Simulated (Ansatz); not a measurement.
Geometry optimisation in Ansatz: input, command and trajectory.

```yaml
crystal:
  lattice:
    - [2.3787047341, 0.0, 0.0]
    - [-1.1893523671, 2.0600187278, 0.0]
    - [0.0, 0.0, 3.7652461888]
  atoms:
    - { symbol: Fe, position: [0.3333333333, 0.6666666667, 0.25] }
    - { symbol: Fe, position: [0.6666666667, 0.3333333333, 0.75] }
basis:
  ecutwfc: 420
kpoints:
  mp_grid: { grid: [18, 18, 12] }
hamiltonian:
  xc: pbesol
scf:
  occupations: { method: gaussian, width: 0.1 }
output:
  forces: true
  stress: true
  eigenvalues: true
relax:
  adjacent_minimum: "off"
  f_tol: 0.01
  max_steps: 30
  cell: { stress_tol: 0.1, fix: [volume] }
```

```bash
ansatz run input.yaml --threads 1 --pin off --max-ram 2560MiB --backend cpu --events-out ev --progress --plain --runs-dir out
```

Theory: Ansatz, DFT PBEsol, scalar-relativistic, plane waves, PAW.

The volume is held at 0.94 times that of the relaxed cell.

Of 4 frames 3 are shown, positions in Å and forces in eV/Å; the SCF threshold varies from step to step. Steps run on the plane waves of an earlier cell, with a Pulay correction in the pressure. The basis is chosen afresh for the last frame, the zero of the energies, and at times for earlier ones too; energy and pressure step there, also at an unchanged geometry. Spin polarisation was left out; whether the Fe atoms would carry moments isn't shown by this run.

```xyz
2
Lattice="2.3787 0.0000 0.0000 -1.1894 2.0600 0.0000 0.0000 0.0000 3.7652" Properties=species:S:1:pos:R:3:forces:R:3 pbc="T T T" step=1 free_energy_over_end_meV_per_atom=0.01 pressure_GPa=23.10
Fe    0.0000    1.3733    0.9413    0.0000    0.0000    0.0000
Fe    1.1894    0.6867    2.8239    0.0000    0.0000    0.0000
2
Lattice="2.3784 0.0000 0.0000 -1.1892 2.0597 0.0000 0.0000 0.0000 3.7662" Properties=species:S:1:pos:R:3:forces:R:3 pbc="T T T" step=2 free_energy_over_end_meV_per_atom=0.00 pressure_GPa=23.09
Fe    0.0000    1.3732    0.9416    0.0000    0.0000    0.0000
Fe    1.1892    0.6866    2.8247    0.0000    0.0000    0.0000
2
Lattice="2.3781 0.0000 0.0000 -1.1890 2.0595 0.0000 0.0000 0.0000 3.7672" Properties=species:S:1:pos:R:3:forces:R:3 pbc="T T T" step=4 free_energy_over_end_meV_per_atom=0.00 pressure_GPa=23.09
Fe    0.0000    1.3730    0.9418    0.0000    0.0000    0.0000
Fe    1.1890    0.6865    2.8254    0.0000    0.0000    0.0000
```

Time: 50 s on 1 thread of Intel(R) Xeon(R) Processor @ 2.50GHz (Skylake/Cascade Lake), on a shared host, peak memory 0.41 GiB.